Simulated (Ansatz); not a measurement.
A relaxation computed with Ansatz, from input to last step.

```yaml
crystal:
  lattice:
    - [8.486763, -0.140951, 0.295877]
    - [-0.140951, 8.383447, 0.04842]
    - [0.295877, 0.04842, 8.4326]
  atoms:
    - { symbol: Na, position: [0.5137981275, 0.4314415246, 0.9048328057] }
    - { symbol: Na, position: [0.8887126012, 0.3617091247, 0.6091469895] }
    - { symbol: Na, position: [0.1935689675, 0.0752109116, 0.8632781494] }
    - { symbol: Cl, position: [0.0203093533, 0.0527588464, 0.5920149735] }
    - { symbol: Cl, position: [0.0714900854, 0.6206114861, 0.4628870436] }
    - { symbol: Cl, position: [0.7277077532, 0.8909828927, 0.3172073333] }
    - { symbol: Cl, position: [0.3388891107, 0.911224525, 0.4182128465] }
    - { symbol: Cl, position: [0.7374119252, 0.8303214359, 0.9277191821] }
    - { symbol: Cl, position: [0.4150284931, 0.6030265672, 0.1643501069] }
    - { symbol: Cl, position: [0.3542412881, 0.3792175347, 0.6128590556] }
    - { symbol: Cl, position: [0.0964482848, 0.8509397537, 0.1322003119] }
    - { symbol: Cl, position: [0.7489457036, 0.299025706, 0.3125606961] }
    - { symbol: Cl, position: [0.3487748838, 0.7849116034, 0.8148627543] }
    - { symbol: Cl, position: [0.4848124139, 0.1470015138, 0.0813429783] }
    - { symbol: Cl, position: [0.635067536, 0.6140066977, 0.6258533497] }
    - { symbol: Cl, position: [0.16075049, 0.2588892042, 0.2685475442] }
    - { symbol: Cl, position: [0.0269957974, 0.4674031772, 0.9374564393] }
    - { symbol: Cl, position: [0.6114665841, 0.1124856628, 0.6615124676] }
    - { symbol: Mg, position: [0.7724738578, 0.886888695, 0.6277715458] }
    - { symbol: Mg, position: [0.5098523037, 0.173972197, 0.4045875151] }
    - { symbol: Mg, position: [0.4847563295, 0.8711738911, 0.0522180373] }
    - { symbol: Mg, position: [0.3505797433, 0.6656323916, 0.5540242541] }
    - { symbol: Mg, position: [0.9504414676, 0.0661027077, 0.3005751239] }
    - { symbol: Mg, position: [0.1050479001, 0.5490590884, 0.1932095358] }
  symmetry: { detect: false }
basis:
  ecutwfc: 420
kpoints:
  mp_grid: { grid: [1, 1, 1], shift: [0.25, 0.25, 0.25] }
hamiltonian:
  xc: pbe
scf:
  occupations: { method: gaussian, width: 0.1 }
  lower_state_search: "off"
output:
  forces: true
  stress: true
  eigenvalues: true
relax:
  adjacent_minimum: "off"
  f_tol: 0.04
  max_steps: 70
  cell: { stress_tol: 0.3 }
```

```bash
ansatz run input.yaml --threads 2 --pin off --max-ram 5120MiB --backend cpu --events-out ev --progress --plain --runs-dir out
```

Computed with DFT PBE, scalar-relativistic, plane waves, PAW (Ansatz 0.2.0).

Of 12 frames 8 are shown, positions in Å and forces in eV/Å; the SCF threshold varies from step to step. Steps run on the plane waves of an earlier cell, with a Pulay correction in the pressure. The basis is chosen afresh for the last frame, the zero of the energies, and can be on the way; energy and pressure step there, also at an unchanged geometry.

```xyz
24
Lattice="8.4868 -0.1410 0.2959 -0.1410 8.3834 0.0484 0.2959 0.0484 8.4326" Properties=species:S:1:pos:R:3:forces:R:3 pbc="T T T" step=1 free_energy_over_end_meV_per_atom=66.77 pressure_GPa=0.18
Na    4.5674    3.5884    7.8030    0.0090    0.1570   -0.1520
Na    7.6715    2.9366    5.4172    0.0330    0.2230    0.0630
Na    1.8876    0.6450    7.3406   -0.0270   -0.0150    0.0680
Cl    0.3401    0.4681    5.0008   -0.7440   -0.2460    0.0940
Cl    0.6562    5.2152    3.9545   -0.2370   -0.1370    0.5290
Cl    6.1442    7.3823    2.9333    0.1350    0.0220    0.6670
Cl    2.8714    7.6117    3.6710    0.6510    0.7640   -0.1790
Cl    6.4157    6.9019    8.0815    0.4230    0.1570   -0.3210
Cl    3.4859    5.0049    1.5379   -0.0960   -0.2040    0.2270
Cl    3.1342    3.1589    5.2912   -0.3670   -0.5470   -0.2700
Cl    0.7377    7.1266    1.1845   -0.2070    0.6190   -0.1270
Cl    6.4065    2.4164    2.8718    0.6500    0.2270   -0.0220
Cl    3.0904    6.5706    7.0126   -0.5070    0.3880    0.1280
Cl    4.1178    1.1680    0.8365   -0.1710    0.1130   -0.0400
Cl    5.4883    5.0883    5.4952    0.8100    0.3390   -0.4460
Cl    1.4072    2.1607    2.3247   -0.1720    0.3620   -0.1910
Cl    0.4406    3.9600    7.9358   -0.0290   -0.2310    0.1230
Cl    5.3692    0.8889    5.7646    0.0530    0.1840    0.1640
Mg    6.6165    7.3567    5.5652   -0.4070   -0.6070    0.3730
Mg    4.4222    1.4062    3.5710   -0.6280   -0.4760    0.1410
Mg    4.0067    7.2376    0.6259   -0.0050   -0.6930    0.0520
Mg    3.0454    5.5577    4.8078    0.1590   -0.3030    0.1110
Mg    8.1458    0.4348    2.8190    0.3570   -0.1440   -0.2520
Mg    0.8713    4.5976    1.6869    0.3200    0.0490   -0.7420
24
Lattice="8.8872 -0.1730 0.1529 -0.1782 8.1311 -0.1242 0.1724 -0.1288 8.2114" Properties=species:S:1:pos:R:3:forces:R:3 pbc="T T T" step=3 free_energy_over_end_meV_per_atom=15.73 pressure_GPa=0.30
Na    4.6666    3.2653    7.3085    0.0900   -0.0760   -0.1560
Na    8.0098    2.8661    5.1592    0.0530    0.0550   -0.0040
Na    1.7717    0.6075    7.2430   -0.1090    0.1240    0.0650
Cl    0.0296    0.3005    5.0066    0.0450   -0.0790   -0.0710
Cl    0.7104    4.9998    3.7443    0.0880    0.0850    0.0850
Cl    6.4247    7.0572    2.8075   -0.0290   -0.0990    0.0400
Cl    3.1786    7.3555    3.3283   -0.0400    0.1360   -0.0700
Cl    6.5316    6.4929    7.7259   -0.0060   -0.0610   -0.0440
Cl    3.5513    4.6770    1.3743   -0.0540    0.0130   -0.0460
Cl    3.1257    2.7723    4.8182    0.0260    0.0030   -0.0540
Cl    0.6189    7.0023    0.9029   -0.0710   -0.0660    0.0190
Cl    6.7755    2.2571    2.6634    0.1660    0.0580    0.0040
Cl    2.9677    6.3008    6.6502    0.0820   -0.0290    0.0200
Cl    4.1952    1.0958    0.8022   -0.0450    0.0340   -0.0200
Cl    5.7036    4.7550    4.9921   -0.0850    0.0020    0.0600
Cl    1.2790    2.1077    2.0374   -0.0750   -0.0110   -0.0780
Cl    0.3470    3.4918    7.4960    0.0000    0.0110   -0.1120
Cl    5.6177    0.8968    5.6678   -0.0310    0.1740    0.1650
Mg    6.6474    6.9736    5.3268   -0.0080   -0.0180    0.0170
Mg    4.6939    1.2603    3.4006    0.0040   -0.0080    0.0670
Mg    4.1792    6.8713    0.4680    0.0370   -0.1030    0.0410
Mg    3.1777    5.2152    4.4509   -0.1000   -0.1930   -0.0050
Mg    8.5000    0.3111    2.6192    0.0640    0.0790    0.1090
Mg    0.9551    4.5105    1.3579   -0.0030   -0.0300   -0.0340
24
Lattice="9.1120 -0.1776 0.1121 -0.1842 8.0901 -0.2160 0.1410 -0.2216 8.1259" Properties=species:S:1:pos:R:3:forces:R:3 pbc="T T T" step=4 free_energy_over_end_meV_per_atom=8.32 pressure_GPa=0.23
Na    4.8602    3.0841    7.0437   -0.0280    0.0360    0.0620
Na    8.2550    2.8579    5.0258    0.0080    0.0360   -0.0990
Na    1.6573    0.6291    7.2531   -0.0430    0.0180    0.0980
Cl   -0.0223    0.2123    4.9814   -0.0100   -0.0400   -0.0470
Cl    0.7820    4.9632    3.6527    0.1130    0.0120    0.0180
Cl    6.5698    6.9563    2.7089   -0.0630   -0.0040    0.0080
Cl    3.2942    7.3092    3.1794   -0.0220   -0.0470   -0.0150
Cl    6.6113    6.3416    7.5697    0.0290   -0.0050    0.0140
Cl    3.5832    4.6036    1.2520   -0.0420   -0.0260   -0.0570
Cl    3.2232    2.6820    4.6291    0.0170   -0.0050   -0.0390
Cl    0.5342    6.9105    0.8183   -0.0040   -0.0820   -0.0700
Cl    6.9943    2.2088    2.5993   -0.0170   -0.0540    0.0380
Cl    3.0388    6.2035    6.4963    0.0040    0.0620    0.0440
Cl    4.2772    1.0797    0.8090    0.0020    0.0710   -0.0030
Cl    5.7784    4.6859    4.8601   -0.0350   -0.0350   -0.0280
Cl    1.1967    2.0545    1.9258    0.0470   -0.0340   -0.0900
Cl    0.3477    3.3598    7.2869    0.0500    0.0360   -0.0160
Cl    5.7904    0.9137    5.6520    0.0480    0.0140   -0.0100
Mg    6.7543    6.8977    5.2016    0.0160    0.0090    0.0090
Mg    4.8691    1.2199    3.3536    0.0660    0.0400   -0.0310
Mg    4.2872    6.8006    0.4028   -0.0620   -0.0180    0.0220
Mg    3.2533    5.1212    4.2899   -0.0940   -0.0400   -0.0020
Mg    8.6704    0.2479    2.5809    0.0050    0.0480    0.1190
Mg    0.9808    4.4642    1.2429    0.0160    0.0080    0.0760
24
Lattice="9.5305 -0.1798 0.0881 -0.1896 8.0816 -0.3317 0.1322 -0.3380 8.0573" Properties=species:S:1:pos:R:3:forces:R:3 pbc="T T T" step=6 free_energy_over_end_meV_per_atom=3.87 pressure_GPa=0.06
Na    4.8561    2.9782    6.9107    0.0500   -0.0480   -0.1010
Na    8.6737    2.9035    4.8805   -0.0300    0.0150   -0.0050
Na    1.4880    0.4757    7.3576    0.0220   -0.0650   -0.1010
Cl   -0.1119    0.0603    5.0065    0.0310   -0.0080    0.0330
Cl    1.0315    4.8894    3.5629   -0.0520   -0.0260   -0.0330
Cl    6.8615    6.8948    2.6418    0.0740    0.0960   -0.0280
Cl    3.6010    7.2252    2.9295   -0.0690   -0.0890   -0.0110
Cl    6.7267    6.2649    7.4664    0.0240    0.0380    0.0170
Cl    3.6257    4.5570    1.0145   -0.0070    0.0330    0.0140
Cl    3.5070    2.6000    4.3536   -0.0470    0.0130    0.0010
Cl    0.3893    6.7413    0.7247   -0.0020   -0.0260    0.0050
Cl    7.4205    2.1112    2.5345    0.0100   -0.0040    0.0340
Cl    3.1716    6.2879    6.3149   -0.0070    0.0160   -0.0080
Cl    4.4872    1.1609    0.8313    0.0690   -0.0010    0.0240
Cl    5.9697    4.6475    4.7333   -0.0420    0.0130    0.0380
Cl    1.1647    1.9112    1.7989    0.0060    0.0090    0.1240
Cl    0.6204    3.2283    7.0340    0.0490   -0.0020    0.0370
Cl    6.1471    0.9589    5.5977    0.0070   -0.0230   -0.0210
Mg    6.9865    6.8615    5.1174   -0.1040   -0.0280    0.0080
Mg    5.2548    1.1608    3.2655    0.0620    0.0690   -0.0010
Mg    4.3728    6.8358    0.3521   -0.0370    0.0300   -0.0420
Mg    3.4364    5.0574    4.1495    0.1030   -0.0020    0.0800
Mg    9.0533    0.1321    2.6421   -0.0970   -0.0550   -0.0640
Mg    1.0984    4.3617    1.1525   -0.0120    0.0450   -0.0020
24
Lattice="9.5728 -0.2210 0.2069 -0.2308 8.0769 -0.3206 0.2489 -0.3268 8.1381" Properties=species:S:1:pos:R:3:forces:R:3 pbc="T T T" step=7 free_energy_over_end_meV_per_atom=2.17 pressure_GPa=-0.04
Na    4.8721    2.9274    6.9472   -0.0530   -0.0350    0.0550
Na    8.8300    2.8274    5.1464    0.0690   -0.0250   -0.0230
Na    1.5330    0.3563    7.3756   -0.0290    0.0170    0.0130
Cl   -0.0895    0.0285    5.0374   -0.0450   -0.0090    0.0110
Cl    1.0798    4.8326    3.6139   -0.0210   -0.0090    0.0870
Cl    6.8452    6.9283    2.7752   -0.0380   -0.0090    0.0140
Cl    3.5688    7.1815    2.9754    0.0860   -0.0100    0.0790
Cl    6.8497    6.3317    7.6407   -0.0040   -0.0060   -0.0820
Cl    3.6386    4.5815    0.9792    0.0070    0.0040   -0.0560
Cl    3.5550    2.5730    4.3898    0.0410    0.0740    0.0300
Cl    0.3218    6.6635    0.7861   -0.0140   -0.0310   -0.0400
Cl    7.5747    2.1446    2.7482   -0.0310    0.0090    0.0560
Cl    3.2301    6.4071    6.4258   -0.0110    0.0420    0.0060
Cl    4.6896    1.1986    0.9659   -0.0110    0.0070   -0.0640
Cl    5.9358    4.6787    4.9301   -0.0060   -0.0460   -0.0160
Cl    1.2385    1.8448    1.8507   -0.0080   -0.0370   -0.0570
Cl    0.9187    3.1603    7.1268   -0.0650    0.0120   -0.0550
Cl    6.1884    0.9386    5.7068   -0.0100    0.0560    0.0530
Mg    6.9650    6.8504    5.2654    0.1080    0.0280    0.0430
Mg    5.3742    1.1552    3.3683   -0.0620   -0.0840   -0.0840
Mg    4.3405    6.8808    0.3691   -0.0040   -0.0420    0.1260
Mg    3.4753    5.0562    4.3219   -0.0730    0.0680   -0.1540
Mg    9.1010    0.0811    2.7699    0.0950    0.0790    0.0250
Mg    1.1325    4.3188    1.1988    0.0800   -0.0520    0.0320
24
Lattice="9.6245 -0.2477 0.2629 -0.2574 8.0397 -0.3492 0.3042 -0.3560 8.1807" Properties=species:S:1:pos:R:3:forces:R:3 pbc="T T T" step=9 free_energy_over_end_meV_per_atom=0.99 pressure_GPa=-0.01
Na    4.8372    2.8550    6.9617   -0.0080   -0.0200    0.0140
Na    9.0093    2.6744    5.2254    0.0210    0.0400    0.0280
Na    1.5090    0.2700    7.4170   -0.0050   -0.0010    0.0140
Cl   -0.0749    0.0035    5.0421    0.0190    0.0000    0.0330
Cl    1.1025    4.7729    3.6564    0.0070    0.0060    0.0210
Cl    6.8645    6.9258    2.7952   -0.0760   -0.0750   -0.0170
Cl    3.5883    7.1407    3.0010    0.0380   -0.0140   -0.0150
Cl    6.9122    6.2488    7.6589    0.0180    0.0000    0.0140
Cl    3.6306    4.5528    0.9426   -0.0090    0.0280    0.0150
Cl    3.6150    2.5566    4.3997   -0.0310   -0.0070   -0.0040
Cl    0.2688    6.5798    0.7976   -0.0060   -0.0020    0.0020
Cl    7.6803    2.1386    2.8633    0.0190    0.0250   -0.0160
Cl    3.2690    6.3929    6.4670   -0.0190    0.0280    0.0230
Cl    4.8002    1.1928    1.0039   -0.0130   -0.0010    0.0050
Cl    5.9378    4.6516    4.9531    0.0110    0.0420   -0.0520
Cl    1.3072    1.7862    1.8342   -0.0230   -0.0110   -0.0110
Cl    0.9209    3.0923    7.1993   -0.0130   -0.0250   -0.0380
Cl    6.2405    0.9164    5.7656    0.0040    0.0220    0.0410
Mg    7.0084    6.7957    5.2990   -0.0130   -0.0120    0.0170
Mg    5.4505    1.1087    3.4031    0.0120   -0.0070   -0.0110
Mg    4.3572    6.8463    0.3757   -0.0190   -0.0160    0.0140
Mg    3.4977    5.0431    4.3327    0.0010    0.0130   -0.0230
Mg    9.1781    0.0703    2.8432    0.0650    0.0060   -0.0460
Mg    1.1430    4.2615    1.2310    0.0190   -0.0210   -0.0070
24
Lattice="9.6830 -0.2680 0.3098 -0.2779 8.0120 -0.3659 0.3518 -0.3730 8.2003" Properties=species:S:1:pos:R:3:forces:R:3 pbc="T T T" step=10 free_energy_over_end_meV_per_atom=0.74 pressure_GPa=-0.04
Na    4.8124    2.8044    6.9670   -0.0090   -0.0290   -0.0110
Na    9.1242    2.6480    5.3143    0.0100    0.0130    0.0150
Na    1.4917    0.1969    7.4478    0.0080   -0.0040   -0.0070
Cl   -0.0680   -0.0072    5.0534   -0.0210   -0.0400   -0.0110
Cl    1.1460    4.7329    3.6737    0.0030    0.0250   -0.0110
Cl    6.8749    6.8815    2.8156    0.0980    0.0680   -0.0060
Cl    3.6490    7.1001    2.9955   -0.0720   -0.0010    0.0050
Cl    6.9695    6.2137    7.6938    0.0050   -0.0270   -0.0280
Cl    3.6273    4.5389    0.9182   -0.0080    0.0070    0.0250
Cl    3.6611    2.5337    4.3857    0.0090   -0.0260    0.0050
Cl    0.2189    6.4932    0.7987   -0.0040    0.0040    0.0220
Cl    7.8058    2.1327    2.9423   -0.0410   -0.0300   -0.0280
Cl    3.3049    6.4065    6.4915    0.0010    0.0000    0.0140
Cl    4.8867    1.2047    1.0530   -0.0060    0.0080   -0.0170
Cl    5.9508    4.6446    4.9555    0.0150    0.0000    0.0400
Cl    1.3367    1.7240    1.8222    0.0100    0.0070   -0.0050
Cl    0.9991    3.0231    7.2132    0.0050   -0.0150   -0.0040
Cl    6.3098    0.9193    5.8182   -0.0020    0.0190   -0.0110
Mg    7.0387    6.7629    5.3346   -0.0070    0.0090    0.0100
Mg    5.5488    1.0885    3.4337    0.0110    0.0380    0.0150
Mg    4.3585    6.8340    0.3872   -0.0010    0.0220   -0.0100
Mg    3.5321    5.0297    4.3461    0.0050   -0.0270    0.0050
Mg    9.2448    0.0249    2.8945    0.0140   -0.0100    0.0060
Mg    1.1646    4.2015    1.2414   -0.0230   -0.0130   -0.0120
24
Lattice="9.6885 -0.2725 0.3179 -0.2826 7.9978 -0.3686 0.3598 -0.3758 8.2042" Properties=species:S:1:pos:R:3:forces:R:3 pbc="T T T" step=12 free_energy_over_end_meV_per_atom=0.00 pressure_GPa=0.01
Na    4.7833    2.7766    6.9731   -0.0080   -0.0180   -0.0020
Na    9.1415    2.6435    5.3225    0.0000    0.0090    0.0080
Na    1.4936    0.1790    7.4487    0.0010   -0.0060   -0.0120
Cl   -0.0637   -0.0179    5.0546   -0.0100   -0.0160    0.0000
Cl    1.1514    4.7309    3.6676   -0.0100   -0.0100    0.0130
Cl    6.8941    6.8779    2.8210   -0.0100    0.0090    0.0090
Cl    3.6318    7.0862    2.9975    0.0180    0.0200    0.0120
Cl    6.9758    6.1922    7.6997   -0.0030   -0.0050   -0.0050
Cl    3.6232    4.5333    0.9238    0.0050   -0.0070    0.0030
Cl    3.6574    2.5156    4.3873    0.0210    0.0110    0.0130
Cl    0.2179    6.4738    0.8026   -0.0070    0.0010   -0.0070
Cl    7.8172    2.1233    2.9440   -0.0020    0.0060   -0.0180
Cl    3.3081    6.3968    6.5010    0.0020   -0.0030    0.0030
Cl    4.8939    1.2107    1.0616    0.0020   -0.0120   -0.0220
Cl    5.9500    4.6356    4.9723   -0.0140   -0.0160   -0.0040
Cl    1.3589    1.7146    1.8163   -0.0140    0.0120    0.0010
Cl    1.0161    2.9997    7.2091    0.0090   -0.0020    0.0060
Cl    6.3163    0.9238    5.8263    0.0110    0.0050   -0.0160
Mg    7.0387    6.7514    5.3441    0.0060    0.0170   -0.0020
Mg    5.5572    1.0864    3.4399    0.0070    0.0170    0.0170
Mg    4.3551    6.8265    0.3902    0.0080    0.0140   -0.0060
Mg    3.5343    5.0152    4.3537    0.0060   -0.0180   -0.0130
Mg    9.2699    0.0225    2.9023   -0.0030   -0.0100    0.0260
Mg    1.1645    4.1850    1.2367   -0.0140   -0.0010   -0.0020
```

The run took 88 s on 2 threads of Arm Neoverse V1, on a shared host, peak memory 0.74 GiB.

The k mesh is coarse.